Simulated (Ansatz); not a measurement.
## Re (omega (AlB2-type)): energy against volume

Computed with Ansatz, DFT, LDA (PW92), plane waves (420 eV) with PAW, scalar-relativistic. (PAW data from PBE, frozen cores regenerated.)

The cell is scaled uniformly from the relaxed one, with fractional coordinates and shape fixed. Energies are extrapolated to zero smearing, pressures are those at the given smearing. Magnetic state: spin not included.

A Birch-Murnaghan fit gives V₀ = 14.55 Å³/atom, B₀ = 387 GPa, B₀′ = 4.4.

**Question.** What are the energy above the minimum and the pressure at 13.393 Å³/atom?

**Answer.** 129.2 meV/atom and 38.70 GPa as computed.

**Question.** What are the energy above the minimum and the pressure at 15.140 Å³/atom?

**Answer.** 26.8 meV/atom and -13.90 GPa as computed.

**Question.** What are the energy above the minimum and the pressure at 15.722 Å³/atom?

**Answer.** 99.1 meV/atom and -25.08 GPa as computed.
